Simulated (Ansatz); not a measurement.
KTe (space group P6_3/mmc)

```
KTe
1.0
    5.60405     0.00000     0.00000
   -2.80203     4.85325     0.00000
    0.00000     0.00000    12.38292
K Te
4 4
Direct
  0.00000   0.00000   0.00000
  0.00000   0.00000   0.50000
  0.33333   0.66667   0.25000
  0.66667   0.33333   0.75000
  0.33333   0.66667   0.63639
  0.66667   0.33333   0.36361
  0.66667   0.33333   0.13639
  0.33333   0.66667   0.86361
```

Equation-of-state scan: isotropic scaling of the cell above, V₀ being its volume. The atoms relax within the cell's symmetry.

All values below come from r2SCAN (plane waves to 500 eV, PAW, scalar-relativistic; Ansatz, a first-principles code). k mesh 7×7×3 (Γ-centred), Fermi-Dirac smearing 0.05 eV. Energies are smeared free energies. With the shape held, the modulus is that of even scaling; a crystal free to change shape is softer. KTe was relaxed with its symmetry unable to fall. Spin-orbit coupling is left out, though Te is heavy. ΔE is measured from the relaxed starting cell.

```
V (Å³/atom)  ΔE (meV/atom)
-----------  -------------
39.573                 7.3
40.078                 4.6
40.583                 2.5
41.088                 1.1
41.593                 0.3
42.099                 0.0
42.604                 0.3
43.109                 1.0
43.614                 2.2
44.119                 3.8
44.625                 5.8
```

Question: What is the fitted pressure derivative B₀′?

Answer: 4.9.

Question: What bulk modulus at fixed cell shape B₀ follows from a third-order Birch-Murnaghan fit?

Answer: 13.7 GPa.

(A scan under strain: stresses follow from slopes of the energy per volume, elastic moduli from its curvatures.)
